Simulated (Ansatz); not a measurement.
TiAl (L1₀ or tetragonal B2, P4/mmm) under volume change, plane-wave PAW PBE (Ansatz code), shape and atoms relaxed at each volume.

```json
[
 {"V (Å³/atom)": "14.773", "E − E(relaxed) (meV/atom)": "[?]", "P (GPa)": "[?]"},
 {"V (Å³/atom)": "15.260", "E − E(relaxed) (meV/atom)": "22.9", "P (GPa)": "7.94"},
 {"V (Å³/atom)": "15.747", "E − E(relaxed) (meV/atom)": "5.4", "P (GPa)": "3.68"},
 {"V (Å³/atom)": "16.234", "E − E(relaxed) (meV/atom)": "0.0", "P (GPa)": "0.00"},
 {"V (Å³/atom)": "16.721", "E − E(relaxed) (meV/atom)": "4.9", "P (GPa)": "-3.17"},
 {"V (Å³/atom)": "17.208", "E − E(relaxed) (meV/atom)": "18.8", "P (GPa)": "-5.90"},
 {"V (Å³/atom)": "17.695", "E − E(relaxed) (meV/atom)": "[?]", "P (GPa)": "[?]"}
]
```

Problem. Fill in the missing entries.

Solution. 
- 14.773, E − E(relaxed) (meV/atom): 54.4
- 14.773, P (GPa): 12.89
- 17.695, E − E(relaxed) (meV/atom): 40.4
- 17.695, P (GPa): -8.25

Problem. What does a third-order Birch–Murnaghan fit give for V₀, B₀ and B′?

Solution. V₀ = 16.23 Å³/atom, B₀ = 113 GPa, B′ = 3.9.

The PBE relaxation kept the symmetry of its start; phonons on a q-mesh show no instability. No spin polarisation was allowed.

Potentials: the later of the program's two PAW sets.
